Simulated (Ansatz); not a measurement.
## What settings do to one calculation: Br started on an O site next to a Si vacancy in α-quartz SiO2, 17 atoms, charge 0

Ansatz (PAW, plane waves), atoms fixed. The base input:

```yaml
crystal:
  lattice:
    - [9.901639, 0.000000, 0.000000]
    - [-2.475410, 4.287535, 0.000000]
    - [0.000000, 0.000000, 5.442940]
  atoms:
    - { symbol: Si, position: [0.229954, 0.997485, 0.326789] }
    - { symbol: Si, position: [0.004910, 0.477678, 0.660697] }
    - { symbol: Si, position: [0.492980, 0.475412, 0.669829], spin: 0.6 }
    - { symbol: Si, position: [0.271298, 0.536844, 0.005932] }
    - { symbol: Si, position: [0.768884, 0.535471, 0.999382] }
    - { symbol: O, position: [0.212412, 0.275011, 0.210030] }
    - { symbol: O, position: [0.706311, 0.269175, 0.220608], spin: 0.6 }
    - { symbol: O, position: [0.370921, 0.149921, 0.539886] }
    - { symbol: O, position: [0.861388, 0.126762, 0.549071], spin: 0.6 }
    - { symbol: O, position: [0.432824, 0.588588, 0.879195] }
    - { symbol: O, position: [0.927296, 0.593508, 0.883105] }
    - { symbol: O, position: [0.138701, 0.409359, 0.790224] }
    - { symbol: O, position: [0.625592, 0.395263, 0.793016] }
    - { symbol: O, position: [0.060874, 0.727263, 0.450626] }
    - { symbol: O, position: [0.288908, 0.852195, 0.116156] }
    - { symbol: O, position: [0.791008, 0.860371, 0.119926], spin: 0.6 }
    - { symbol: Br, position: [0.586305, 0.748787, 0.455952], spin: 0.6 }
kpoints:
  mp_grid: { grid: [2, 2, 2], shift: [0.5, 0.5, 0.5] }
hamiltonian:
  xc: pbesol
magnetization:
  spin_polarized: true
scf:
  occupations: { method: fermi_dirac, width: 0.01 }
output:
  forces: true
  eigenvalues: true
  stress: true
  populations: true
```

Command:

```sh
ansatz run in.yaml --threads 8 --pin off --max-ram 13300MiB --runs-dir r --events-out ev --progress --plain
```

It converged in 22 iterations and 4.3 s of wall time on 8 threads of a Neoverse-V2 processor, on a host shared with other runs; peak host memory 0.85 GiB; largest force component 18.72 eV/Å, pressure 12.44 GPa. The cutoff was the default, 420 eV. The base isn't a converged reference: it has few k points, and its atoms are unrelaxed, some of them close together. Each run below changes the keys shown and caps the iterations.

```
run                                                                changed         ending  iterations  free energy less the base (meV per atom)  rms change of forces (eV/Å)  change of pressure (GPa)  wall time (s, shared host)
  1                                                    xc pbe, max_iter 80      converged          24                                other zero                        0.120                      3.04                     4.9 CPU
  2                                           n_extra_bands 0, max_iter 90        refused           –                                         –                            –                         –                           –
  3                                             accuracy high, max_iter 80      converged          22                                       0.0                        0.000                      0.00                     3.8 CPU
  4                                    initial_magnetization 1, max_iter 6  not converged           –                                         –                            –                         –                           –
  5                         max_iter 6, k points a 2×2×2 mesh centred on Γ  not converged           –                                         –                            –                         –                           –
  6                         max_iter 4, k points a 2×2×2 mesh centred on Γ  not converged           –                                         –                            –                         –                           –
  7  mixing algorithm anderson, occupations methfessel_paxton, max_iter 50      converged          23                                       0.0                        0.000                      0.00                     4.3 CPU
  8             mixing beta 0.1, xc_grid 1 (2 is the default), max_iter 60      converged          26                                       0.0                        0.000                      0.00                     4.3 CPU
  9           dr2_threshold 1e-05, mixing algorithm anderson, max_iter 100      converged          20                                       0.0                        0.001                      0.00                     3.7 CPU
 10                 ecutwfc 350 eV, mixing algorithm anderson, max_iter 60      converged          23                                      58.9                        0.011                     -0.04                     2.9 CPU
```

«Other zero»: another functional, charge or dispersion term moves the zero of energy, so the difference says nothing of accuracy.

Q: Which changes leave the result alone, and which of the same physical model moves the forces most?

A: The forces move by under 0.002 eV/Å in runs 3, 7, 8, 9. Run 10 (ecutwfc 350 eV, mixing algorithm anderson, max_iter 60) moves them most among the runs with the same functional, charge and dispersion term, by 0.011 eV/Å.

Q: Why did some runs give no result?

A: - run 2: inconsistent input (scf.n_extra_bands): n_bands = 47 cannot host the net starting moment |Σ_I m_I| = 3.0000 μB: with N_el = 93 the majority spin channel must hold (N_el + |M|)/2 = 48.0000 electrons at no more than one per band — at least 48 bands (47 bands …
- run 4: did not converge after 6 iterations: dr2 = 6.69e0 (threshold 1.00e-7), under the density mixer `msr1`, which `scf.mixing.algorithm: auto` chose by the deck's other keys (type `scf.mixing.algorithm: msr1` to keep it);
- run 5: did not converge after 6 iterations: dr2 = 1.69e0 (threshold 1.00e-7), under the density mixer `msr1`, which `scf.mixing.algorithm: auto` chose by the deck's other keys (type `scf.mixing.algorithm: msr1` to keep it);
- run 6: did not converge after 4 iterations: dr2 = 1.17e0 (threshold 1.00e-7), under the density mixer `msr1`, which `scf.mixing.algorithm: auto` chose by the deck's other keys (type `scf.mixing.algorithm: msr1` to keep it);
